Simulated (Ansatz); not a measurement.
A 3-atom cell of SnSe2 started from a crystallographic database: a single-point calculation in Ansatz (r2SCAN). The cell was relaxed with r2SCAN+rVV10 and then strained (epitaxial +4.86 % in the xy plane, free normal strain -5.26 %), with the atoms relaxed again with r2SCAN+rVV10; k points keep the names of the unstrained zone.

Input (YAML):
```yaml
crystal:
  lattice:
    - [4.0110667974, 0.0, 0.0]
    - [-2.0055333987, 3.4736857428, 0.0]
    - [0.0, 0.0, 5.8996357542]
  atoms:
    - { symbol: Sn, position: [0.0, 0.0, 0.0] }
    - { symbol: Se, position: [0.3333333333, 0.6666666667, 0.2565719651] }
    - { symbol: Se, position: [0.6666666667, 0.3333333333, 0.7434280349] }
kpoints:
  mp_grid: { grid: [12, 12, 4] }
  band_path:
    path:
      - [0.0, 0.0, 0.0]
      - [0.5, 0.0, 0.0]
      - [0.3333333333, 0.3333333333, 0.0]
      - [0.0, 0.0, 0.5]
      - [0.5, 0.0, 0.5]
      - [0.3333333333, 0.3333333333, 0.5]
      - [-0.083333, 0.041667, 0.0]
    npoints: 1
hamiltonian:
  xc: r2scan
scf:
  occupations: { method: fermi_dirac, width: 0.02 }
  n_extra_bands: 4
output:
  forces: true
  stress: true
  eigenvalues: true
  write_density: true
  write_potential: true
  elf: true
  volumetric_format: npy
```

Run as `ansatz run input.yaml --threads 4 --pin off --max-ram 4608MiB --backend cpu --events-out ev --progress --plain --runs-dir out`. Wall time 12 s on 4 threads of Intel(R) Xeon(R) Processor @ 2.50GHz (Skylake/Cascade Lake) (shared host), load about 0.9 per core; peak host memory 0.66 GiB.

The log, with set-up remarks and timings taken out:
```
scf.n_extra_bands = 4 over 23 filled bands (N_el = 46.0): the run solves 27 bands
Functional definition: r2SCAN
Crystal: 3 atoms, lattice volume = 82.201 Å³
Basis set: ecut = 500 eV, 2079 PW (Γ)
Symmetry: 12 space group operations
Space group: P-3m1 (ITA 164)
k-points: 69 of 576
preconditioner: auto → Resta (q_TF=auto, 2.477 Å⁻¹)  ε∞=3.9  [insulator: Δε(μ)=0.337 eV  σ=0.020 eV  ℏωp=16.4 eV]
SCF 1 converged in 6 iterations: F = -16996.048459 eV  dr2 = 8.72e-8
SCF converged after 6 iterations
Free energy (F): -16996.048459 eV
Fermi energy:    7.553306 eV
--- Per-component energies (eV) ---
  E_band       = -929.768742
  E_kinetic    = 422.046146
  E_local      = -6092.179880
  E_nonlocal   = -1221.960093
  E_hartree    = 3108.177885
  E_xc         = -568.505855
  E_vxc        = -312.244520
  E_paw        = -8014.636090
  E_vpaw       = 41.543944
  E_vtau       = 16.677609
  E_ewald      = -4626.195934
  E_core_change = -2.794221
  E_smearing   = -0.000003
--- Forces (eV/Å), atoms counted from 1 ---
  atom   1  Sn      0.00000      0.00000      0.00000
  atom   2  Se      0.00000      0.00000    -0.01964
  atom   3  Se      0.00000      0.00000      0.01964
--- Stress (GPa, compression-positive) ---
       -4.144446       0.000000       0.000000
        0.000000      -4.144446       0.000000
        0.000000       0.000000       0.881104
  P = ⅓ Tr σ = -2.4693 GPa (-24.693 kbar)
--- Band table (eV; the first three rows and the last of 69) ---
  k-point 0: bands = […, 1.1629, 6.0941, 6.0941, 6.2977, 6.2977, 7.3984, 7.6706, 9.9728, 11.6634, 11.6634]
  k-point 1: bands = […, 1.5874, 6.0043, 6.0043, 6.1131, 6.4357, 6.4357, 8.6568, 9.9570, 11.4498, 11.4498]
  k-point 2: bands = […, 2.1147, 5.2782, 5.9534, 5.9534, 6.5367, 6.5367, 9.1320, 9.8972, 11.2520, 11.2520]
  k-point 68: bands = […, -0.2361, 3.0040, 3.0040, 3.5352, 6.9553, 6.9553, 9.6187, 12.2516, 12.2516, 13.3168]
```

The rows of the band table are 0: (0, 0, 0) = Γ, 1: (0, 0, 1/4), 2: (0, 0, -1/2) = A, 68: (1/3, 1/3, -1/2) = H.

bands.tsv, columns around the gap (it counts bands from 0):
```tsv
# k_distance	band_18	band_19	band_20	band_21	band_22	band_23	band_24	band_25	band_26
# fermi_ev = 7.553306
# [0, 0, 0] at k_distance = 0.000000
# [0.5, 0, 0] at k_distance = 0.904397
# [0.3333333333, 0.3333333333, 0] at k_distance = 1.426552
# [0, 0, 0.5] at k_distance = 2.598790
# [0.5, 0, 0.5] at k_distance = 3.503187
# [0.3333333333, 0.3333333333, 0.5] at k_distance = 4.025342
# [-0.083333, 0.041667, 0] at k_distance = 5.261263
# levels_relative_to = fermi_ev
0.000	-1.459	-1.459	-1.256	-1.256	-0.155	0.117	2.420	4.110	4.110
0.904	-4.479	-3.310	-3.228	-1.642	-0.856	0.727	3.486	4.975	5.346
1.427	-3.845	-3.845	-3.460	-2.016	-2.016	0.829	6.446	6.527	6.527
2.599	-2.275	-1.600	-1.600	-1.017	-1.017	1.579	2.344	3.699	3.699
3.503	-5.139	-3.045	-2.143	-1.428	-1.376	0.638	4.063	4.960	6.006
4.025	-4.549	-4.549	-4.018	-0.598	-0.598	2.065	4.698	4.698	5.763
5.261	-2.062	-1.846	-1.208	-1.188	-0.152	0.613	2.701	3.957	4.201
```
In order the rows are Γ, M, K, A, L, H, Γ–K (0.12).

Planar averages along the third cell vector, from rho_z.tsv and v_z.tsv (valence density with its augmentation; electrostatic potential energy of an electron, of which only differences have a meaning):
```csv
z (Å),ρ (e/Å³),v_es (eV)
0.00,0.973,6.80
0.26,0.768,5.83
0.52,0.458,4.14
0.79,0.344,3.25
1.05,0.501,4.14
1.31,1.095,5.07
1.44,1.378,5.42
1.70,1.095,6.08
1.97,0.440,6.97
2.23,0.190,8.71
2.49,0.105,11.07
2.75,0.063,12.13
3.02,0.056,12.30
3.28,0.079,11.75
3.54,0.139,9.96
3.80,0.277,7.68
4.06,0.722,6.47
4.33,1.382,5.75
4.46,1.378,5.42
4.72,0.747,4.66
4.98,0.379,3.56
5.24,0.373,3.49
5.51,0.597,4.96
5.77,0.915,6.53
```

With r2SCAN the valence top lies at Γ–K (0.12 of the way from Γ) and the conduction bottom at Γ, 0.269 eV higher; the smallest vertical gap, at Γ, is 0.272 eV. Least and direct gap differ so little that the kind isn't settled. The gap is the least over the mesh and the extra points. With the atoms held, the mean pressure is -2.47 GPa (compression positive).

Spin-unpolarised throughout; all numbers are computed.

Spin-orbit coupling is left out, which matters wherever the heavy atoms make up the band edges.
